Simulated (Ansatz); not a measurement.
TePt:
```yaml
crystal:
  lattice:
    - [3.58727, 0.00000, 0.00000]
    - [0.00000, 3.52257, 0.00000]
    - [0.00000, 0.00000, 7.80293]
  atoms:
    - { symbol: Pt, position: [0.25000, 0.00000, 0.86145] }
    - { symbol: Pt, position: [0.75000, 0.00000, 0.13855] }
    - { symbol: Te, position: [0.25000, 0.50000, 0.26486] }
    - { symbol: Te, position: [0.75000, 0.50000, 0.73514] }
```

Relaxed with r²SCAN. Special points in fractions of this cell's reciprocal vectors: Γ (0.000, 0.000, 0.000); X (0.500, 0.000, 0.000); S (0.500, 0.500, 0.000); Y (0.000, 0.500, 0.000); Z (0.000, 0.000, 0.500); U (0.500, 0.000, 0.500); R (0.500, 0.500, 0.500); T (0.000, 0.500, 0.500).

List the band energies nearest the Fermi level at these points for r²SCAN (plane waves, PAW; program Ansatz).

In eV from the Fermi level; about four levels below and three above (degenerate sets whole), none deeper than 8.9 eV; points with the same levels are listed once.

```
k                    below                above
-  -----------------------  -------------------
Γ  -2.85 -2.54 -0.69 -0.33       0.34 1.43 1.54
X  -2.45 -2.45 -1.66 -1.66  3.07 3.07 3.51 3.51
S  -1.58 -1.58 -1.44 -1.44  0.41 0.41 1.42 1.42
Y  -1.85 -1.81 -1.03 -0.30       2.73 3.27 5.85
Z  -2.54 -0.77 -0.53 -0.20       1.27 1.36 3.85
U  -2.49 -2.49 -1.88 -1.88  2.68 2.68 3.06 3.06
R  -1.59 -1.59 -1.28 -1.28  0.20 0.20 1.58 1.58
T  -1.90 -1.82 -1.78 -1.12       0.23 2.92 3.08
```

Space group Pmma. The start of the workflow was typed in or built on a structure type; neither database checked (COD, Materials Project) lists it. COD files the formula under space group No. 166, 194, so this cell is another polymorph or a model. Its standing as an ambient phase is unchecked. The r²SCAN relaxation kept the symmetry of its start; whether a distortion lowers the energy is not shown. The run is not spin-polarised. The volume moved by 26 % from the start of the relaxation. Scalar-relativistic: spin–orbit coupling is off unless named, which matters more the heavier the elements.

Potentials: the earlier of the program's two PAW sets.
